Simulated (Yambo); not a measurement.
```xyz
6
Lattice="3.7011 0.0000 0.0000 0.0000 3.7011 0.0000 0.0000 0.0000 6.4333" Properties=species:S:1:pos:R:3 pbc="T T T"
F      0.0000     0.0000     4.6511
F      0.0000     0.0000     1.7822
F      1.8506     0.0000     0.0000
F      0.0000     1.8506     0.0000
Al     0.0000     0.0000     0.0000
Tl     1.8506     1.8506     3.2166
```

Cell and atoms were relaxed with PBE+D3(BJ) from Materials Project entry mp-5606, within its symmetry.

Problem. Where are the main features of Im ε from RPA with local fields on PBEsol bands (Yambo; 10×10×6 mesh, 69 bands, 3 Ry local-field block, 0.2 eV broadening; field along z)?

Solution. Peaks at 8.0 eV (2.6), 10.1 eV (1.7), 15.5 eV (1.6), 18.5 eV (2.1), heights in brackets. Peak heights and small wiggles depend on the k mesh. Convergence of the RPA response with its 10×10×6 mesh was not tested. No excitonic effects at this level. Spin-orbit coupling is left out; with 6p states at a band edge it can lower the gap by many tenths of an eV, most of a small gap.
